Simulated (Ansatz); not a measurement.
NaCl (rock salt), conventional cell a = b = c = 5.6955 Å, α = β = γ = 90.00°. The calculation uses the primitive cell of 2 atoms, to which meshes and values per cell refer.

E(V) scan at fixed shape, V₀ the volume above. Symmetry pins the atoms to their sites.

All values below come from PBE (plane waves to 420 eV, PAW, scalar-relativistic; Ansatz, a first-principles code). k mesh 10×10×10 (Γ-centred), Fermi-Dirac smearing 0.05 eV. Energies are smeared free energies. NaCl was relaxed with its symmetry unable to fall. ΔE is measured from the relaxed starting cell.

| V (Å³/atom) | ΔE (meV/atom) |
|---|---|
| 19.400 | 60.6 |
| 20.015 | 39.7 |
| 20.631 | 24.0 |
| 21.247 | 12.8 |
| 21.863 | 5.4 |
| 22.479 | 1.3 |
| 23.095 | 0.0 |
| 23.711 | 1.1 |
| 24.326 | 4.4 |
| 24.942 | 9.4 |
| 25.558 | 16.0 |
| 26.174 | 23.9 |
| 26.790 | 33.0 |

What is the fitted pressure derivative B₀′?

4.6.

What bulk modulus B₀ follows from a third-order Birch-Murnaghan fit?

23.6 GPa. Check by three points about V = 23.095 Å³/atom, step 0.616: d²E/dV² ≈ (1.3 − 2·0.0 + 1.1) meV / 0.616² = 0.00633 eV/Å⁶, and V·d²E/dV² × 160.2 = 23.4 GPa.

(A scan under strain: stresses follow from slopes of the energy per volume, elastic moduli from its curvatures.)
